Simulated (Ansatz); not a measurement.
Relaxed-ion elastic tensor of B2Ir in space group P6_3/mmc (No. 194; Ir on 2c, B on 4f) in GPa (Voigt order), PBEsol in the plane-wave PAW code Ansatz; density 12.60 g/cm³, 9.39 Å³ per atom.

```csv
,1,2,3,4,5,6
1,330,214,261,0.0,0.0,0.0
2,214,330,261,0.0,0.0,0.0
3,261,261,755,0.0,0.0,0.0
4,0.0,0.0,0.0,137,0.0,0.0
5,0.0,0.0,0.0,0.0,137,0.0
6,0.0,0.0,0.0,0.0,0.0,58.0
```

### Question
Is the crystal mechanically stable?

### Answer
Yes: the smallest eigenvalue of C is 58.0 GPa.

### Question
Work out the Voigt, Reuss and Hill averages.

### Answer
K_V = 321, K_R = 271, K_H = 296; G_V = 112, G_R = 89.0, G_H = 100 GPa.

### Question
Give Young's modulus, Poisson's ratio, Pugh's ratio and the universal anisotropy index.

### Answer
E = 9KG/(3K + G) = 270 GPa; ν = 0.35; K/G = 2.95 (ductile by the Pugh limit of 1.75); A_U = 5G_V/G_R + K_V/K_R − 6 = 1.45.

### Question
Estimate the sound speeds and the Debye temperature.

### Answer
v_l = √((K + 4G/3)/ρ) = 5840 m/s, v_t = √(G/ρ) = 2820 m/s, mean 3170 m/s; Θ = (h/k)(3n/4πV)^(1/3) v_m = 447 K.

### Question
Solve the Christoffel equation for the three sound speeds along x, y, z.

### Answer
Eigenvalues of C_ijkl n_j n_l equal ρv². In km/s, slowest first: x 2.14, 3.30, 5.11; y 2.14, 3.30, 5.11; z 3.30, 3.30, 7.74.

### Question
How much does each axis shrink under pressure?

### Answer
Linear compressibilities β_i = Σ_j S_ij (j = 1 to 3): x 1.8, y 1.8, z 0.076 per TPa.

The start of the workflow was typed in or built on a structure type; neither database checked (COD, Materials Project) lists it. Whether it is the stable phase at ambient conditions was not checked. Symmetry was held in the PBEsol relaxation; its stability against distortions is not shown here. No spin polarisation was allowed. As this level gives no gap, shear constants depend on the k-mesh and smearing (Fermi–Dirac, 0.1 eV here). On the denser mesh and wider smearing of the elastic run this cell carries a stress of 0.8 GPa. Spin–orbit coupling is left out wherever it is not named.

Potentials: the earlier of the program's two PAW sets. The files were generated under PBE; for other functionals the program regenerates the frozen cores, and for LDA and PBEsol the local potential too.
